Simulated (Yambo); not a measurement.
One stored BSE kernel of dimension 896 for Rb2NaAlF6 (space group Fm-3m, No. 225) (Yambo, LDA bands; 4×4×4 mesh, 14 valence and 1 conduction bands, static screening with 92 bands and a 3 Ry block, scissor 4.37 eV, Tamm-Dancoff; broadening 0.15 eV; field along x), solved in several ways.

```json
[
 {"solver": "Haydock, threshold 2 %", "iterations": "4", "largest change of Im ε (% of its maximum)": "37", "rough time": "within a factor of two"},
 {"solver": "Haydock, threshold 0.5 %", "iterations": "6", "largest change of Im ε (% of its maximum)": "17", "rough time": "within a factor of two"},
 {"solver": "Haydock, threshold 0.1 %", "iterations": "13", "largest change of Im ε (% of its maximum)": "2.6", "rough time": "within a factor of two"},
 {"solver": "Haydock, threshold 0.005 %", "iterations": "27", "largest change of Im ε (% of its maximum)": "0.2", "rough time": "1"},
 {"solver": "SLEPc, lowest 10 states", "iterations": "–", "largest change of Im ε (% of its maximum)": "no full spectrum", "rough time": "within a factor of two"},
 {"solver": "SLEPc, lowest 60 states", "iterations": "–", "largest change of Im ε (% of its maximum)": "no full spectrum", "rough time": "within a factor of two"},
 {"solver": "full diagonalisation", "iterations": "–", "largest change of Im ε (% of its maximum)": "reference", "rough time": "within a factor of two"}
]
```

Haydock gives the spectrum without eigenstates, SLEPc the lowest states alone, full diagonalisation everything at a cost that grows as the cube of the dimension. Times include reading the kernel. Times are rough ratios from shared machines. Mesh and scissor weren't tested; the rows compare only with each other.

Geometry of the Materials Project entry, not relaxed at this level; primitive cell a = b = c = 5.975 Å, α = β = γ = 60.00°.

The structure is a Materials Project entry; no match was found in the copy of COD used, and its stability was not checked.
